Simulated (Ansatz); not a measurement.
HfB$_{2}$ (P6/mmm), relaxed and computed with several functionals in Ansatz (plane waves, PAW). Much of their spread follows the volume that each gives.

```csv
functional,V (Å³/atom),"highest Γ mode, no LO–TO term (cm⁻¹)"
PBE,9.96,799
r²SCAN,9.88,814
PBEsol,9.73,?
LDA,9.51,831
```

Q: Fit a straight line to ln ω against ln V and predict the withheld value.

A: Least squares on the 3 shown rows: ln ω = -0.75 × ln V + (8.413), with a scatter of 1 %. For PBEsol this gives 818. The run itself gave 819, within the scatter.

All cells were relaxed under the symmetry of their starts (and spin orders); stability against distortions was not tested throughout. Rows with no word on spin ran without spin polarisation. Scalar-relativistic: spin–orbit coupling is off unless named, which matters more the heavier the elements.

Potentials: the later of the program's two PAW sets.

Ansatz (a program for electronic structure) is a plane-wave DFT program.
